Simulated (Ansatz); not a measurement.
SiC (CsCl type, space group No. 221), r²SCAN (plane waves, PAW; program Ansatz), all energies at zero smearing, with the estimated change up to a 700 eV cutoff added, with one set of potentials and settings (totals compare only within such a set). Cell of 2 atoms (1 Si, 1 C): -886.647 eV.

```
element                reference phase  E (eV/atom)
-------  -----------------------------  -----------
Si          Fd-3m, 2 atoms in the cell    -639.0665
C        P6_3/mmc, 4 atoms in the cell    -251.6688
```

Formation energy per atom, worked out: (-886.647 − 1×(-639.0665) − 1×(-251.6688))/2 = 2.044 eV/atom (197 kJ per mol of atoms), at 0 K, without zero-point energy or fitted corrections.

Space group Pm-3m (CsCl type). A made-up cell: these elements were put on the sites of a structure type; neither database checked (COD, Materials Project) lists it. It is not the phase usual at ambient conditions (space group No. 186, 216). The cell was relaxed with r²SCAN under the symmetry of its start. At this level the phase is mechanically unstable. The references are the lowest solids computed at this level, not always the standard phases.

Potentials: the earlier of the program's two PAW sets.
